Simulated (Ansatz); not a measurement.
Property card for GaAs

GaAs:
```yaml
crystal:
  lattice:
    - [6.92161, 0.00000, 0.00000]
    - [0.00000, 6.92161, 0.00000]
    - [0.00000, 0.00000, 4.00958]
  atoms:
    - { symbol: Ga, position: [0.32439, 0.67561, 0.00000] }
    - { symbol: Ga, position: [0.67561, 0.32439, 0.00000] }
    - { symbol: Ga, position: [0.82439, 0.82439, 0.50000] }
    - { symbol: Ga, position: [0.17561, 0.17561, 0.50000] }
    - { symbol: As, position: [0.31720, 0.31720, 0.00000] }
    - { symbol: As, position: [0.68280, 0.68280, 0.00000] }
    - { symbol: As, position: [0.18280, 0.81720, 0.50000] }
    - { symbol: As, position: [0.81720, 0.18280, 0.50000] }
```

Space group P4_2/mnm (No. 136); conventional cell a = 6.922 Å, b = 6.922 Å, c = 4.010 Å, α = 90.00°, β = 90.00°, γ = 90.00°.

Method: the program Ansatz at the r²SCAN level (PAW). Structure relaxed to zero pressure with the same functional. Other levels are named where they apply.

Cell and energy:

| Property | Result |
|---|---|
| Volume per atom | 24.01 Å³ |
| Density | 5.00 g/cm³ |

Electronic structure:

| Property | Value |
|---|---|
| Band gap | 1.00 eV (indirect) |
| Valence-band maximum | on the M–Γ line, 92 % of the way from M |
| Conduction-band minimum | at A |
| Smallest direct gap on the standard path | 1.02 eV |
| Hole effective mass | 0.15, 0.88, 1.2 mₑ (principal values) |
| Hole effective mass with spin–orbit coupling | 0.098, 0.098, 0.88 mₑ (principal values) |
| HSE06 gap on the r²SCAN cell | 1.34 eV |
| Gap with spin–orbit coupling | 0.90 eV |

Mechanics:

| Item | Value |
|---|---|
| Bulk modulus (Birch–Murnaghan fit) | 65.8 GPa |
| Pressure derivative B′ | 4.5 |
| Elastic constants (relaxed ions, GPa) | C11 = 93.5, C12 = 57.0, C13 = 37.7, C33 = 143, C44 = 36.3, C66 = 31.2 |
| Mechanical stability | stable (all eigenvalues of C positive) |
| Hill bulk and shear moduli | 65.8 and 32.3 GPa |
| Young's modulus | 83.3 GPa |
| Poisson's ratio | 0.29 |
| Debye temperature from the elastic constants | 293 K |

Charges:

| Property | Value |
|---|---|
| Bader charges | Ga +0.77, As -0.77 e |

The start of the workflow was typed in or built on a structure type; neither database checked (COD, Materials Project) lists it. It is not the phase usual at ambient conditions (space group No. 216). The r²SCAN relaxation kept the symmetry of its start; its stability against distortions is not shown here. The volume moved by 17 % from the start of the relaxation. Scalar-relativistic: spin–orbit coupling is off unless named, which matters more the heavier the elements.

Potentials: the later of the program's two PAW sets.
